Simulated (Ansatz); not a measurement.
Relaxed BaHfO$_{3}$ (cubic perovskite):

```yaml
crystal:
  lattice:
    - [8.24244, 0.00000, 0.00000]
    - [4.12122, 4.12122, 0.00000]
    - [0.00000, 0.00000, 4.12122]
  atoms:
    - { symbol: Ba, position: [0.00000, 0.00000, 0.00000] }
    - { symbol: Ba, position: [0.50000, 0.00000, 0.00000] }
    - { symbol: Hf, position: [0.00000, 0.50000, 0.50000] }
    - { symbol: Hf, position: [0.50000, 0.50000, 0.50000] }
    - { symbol: O, position: [0.75000, 0.50000, 0.50000] }
    - { symbol: O, position: [0.25000, 0.50000, 0.50000] }
    - { symbol: O, position: [0.00000, 0.50000, 0.00000] }
    - { symbol: O, position: [0.50000, 0.50000, 0.00000] }
    - { symbol: O, position: [0.25000, 0.00000, 0.50000] }
    - { symbol: O, position: [0.75000, 0.00000, 0.50000] }
```

The atoms are displaced by Q × the pattern below (from a DFPT mode at M = (0.5, 0.5, 0.0), largest move 1; Q in Å), at fixed cell. (q is in reciprocal vectors of the primitive cell; the cell shown is doubled to hold the pattern.)

```
atom       x       y      z
----  ------  ------  -----
O5     0.000  -1.000  0.000
O6     0.000   1.000  0.000
O9     1.000   0.000  0.000
O10   -1.000   0.000  0.000
```

Atoms not listed stay in place.

Method: LDA (plane waves to 420 eV, PAW, scalar-relativistic; Ansatz, a quantum-chemistry and plane-wave program). k mesh 8×8×8 (Γ-centred), Fermi-Dirac smearing 0.05 eV. Energies are smeared free energies. BaHfO3 is run without spin polarisation. BaHfO3 was relaxed with its symmetry unable to fall. Spin-orbit coupling is left out, though Hf is heavy. ΔE is measured from the undisplaced structure.

Q: Give the computed ΔE (meV/cell) and −dE/dQ from forces (eV/Å) at Q (Å) = -0.180, -0.150, -0.120, -0.090, 0.030, 0.090, 0.120, 0.180.

A: 
```json
[
 {"Q (Å)": "-0.180", "ΔE (meV/cell)": "29.4", "−dE/dQ from forces (eV/Å)": "0.430"},
 {"Q (Å)": "-0.150", "ΔE (meV/cell)": "18.4", "−dE/dQ from forces (eV/Å)": "0.306"},
 {"Q (Å)": "-0.120", "ΔE (meV/cell)": "10.7", "−dE/dQ from forces (eV/Å)": "0.210"},
 {"Q (Å)": "-0.090", "ΔE (meV/cell)": "5.6", "−dE/dQ from forces (eV/Å)": "0.137"},
 {"Q (Å)": "0.030", "ΔE (meV/cell)": "0.6", "−dE/dQ from forces (eV/Å)": "-0.038"},
 {"Q (Å)": "0.090", "ΔE (meV/cell)": "5.6", "−dE/dQ from forces (eV/Å)": "-0.137"},
 {"Q (Å)": "0.120", "ΔE (meV/cell)": "10.7", "−dE/dQ from forces (eV/Å)": "-0.210"},
 {"Q (Å)": "0.180", "ΔE (meV/cell)": "29.4", "−dE/dQ from forces (eV/Å)": "-0.430"}
]
```

(For displaced atoms, the force is minus the slope of the energy, and its curvature is a force constant, which sets phonon frequencies.)
